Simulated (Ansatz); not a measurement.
Os:
```
Os
1.0
    0.00000     1.91630     1.91630
    1.91630     0.00000     1.91630
    1.91630     1.91630     0.00000
Os
1
Direct
  0.00000   0.00000   0.00000
```

Relaxed with r²SCAN.

Task: Map the valence electron density (e/Å³), cut off at 6 on the plane through (0.000, 0.000, 0.000) spanned by u = [1, 1, 0] and v = [1, -1, 0] in lattice vectors, from the program Ansatz at the r²SCAN level (PAW).

Result: x is the fraction of u, y of v (the angle between them is 90°; rows are the nearest grid lines); atoms in the plane: Os at (0.00, 0.00), Os at (0.50, 0.50).
```
y \ x   0.000  0.0870  0.174  0.261  0.348  0.435  0.565  0.652  0.739  0.826  0.913   1.00
------  -----  ------  -----  -----  -----  -----  -----  -----  -----  -----  -----  -----
1.00     6.00    6.00   1.75  0.442  0.361  0.428  0.428  0.361  0.442   1.75   6.00   6.00
0.938    6.00    6.00   1.60  0.444  0.379  0.468  0.468  0.379  0.444   1.60   6.00   6.00
0.875    6.00    5.38   1.25  0.445  0.435  0.642  0.642  0.435  0.445   1.25   5.38   6.00
0.750    3.33    1.98  0.651  0.464  0.813   2.50   2.50  0.813  0.464  0.651   1.98   3.33
0.688    1.51   0.952  0.501  0.486   1.30   4.48   4.48   1.30  0.486  0.501  0.952   1.51
0.625   0.746   0.583  0.413  0.513   2.00   6.00   6.00   2.00  0.513  0.413  0.583  0.746
0.562   0.517   0.440  0.373  0.533   2.61   6.00   6.00   2.61  0.533  0.373  0.440  0.517
0.438   0.517   0.440  0.373  0.533   2.61   6.00   6.00   2.61  0.533  0.373  0.440  0.517
0.375   0.746   0.583  0.413  0.513   2.00   6.00   6.00   2.00  0.513  0.413  0.583  0.746
0.312    1.51   0.952  0.501  0.486   1.30   4.48   4.48   1.30  0.486  0.501  0.952   1.51
0.250    3.33    1.98  0.651  0.464  0.813   2.50   2.50  0.813  0.464  0.651   1.98   3.33
0.125    6.00    5.38   1.25  0.445  0.435  0.642  0.642  0.435  0.445   1.25   5.38   6.00
0.0625   6.00    6.00   1.60  0.444  0.379  0.468  0.468  0.379  0.444   1.60   6.00   6.00
0.000    6.00    6.00   1.75  0.442  0.361  0.428  0.428  0.361  0.442   1.75   6.00   6.00
```

The density is the valence pseudo-density with augmentation charge, so density and ELF within about 1 Å of a nucleus are not all-electron values.

Space group Fm-3m (fcc (Cu type)). The workflow started from an entry of the Crystallography Open Database (COD), which files this formula under 2 space groups. It is not the phase usual at ambient conditions (space group No. 194). The cell was relaxed with r²SCAN under the symmetry of its start; its stability against distortions is not shown here. No spin polarisation was allowed. Spin–orbit coupling is left out wherever it is not named.

Potentials: the earlier of the program's two PAW sets.
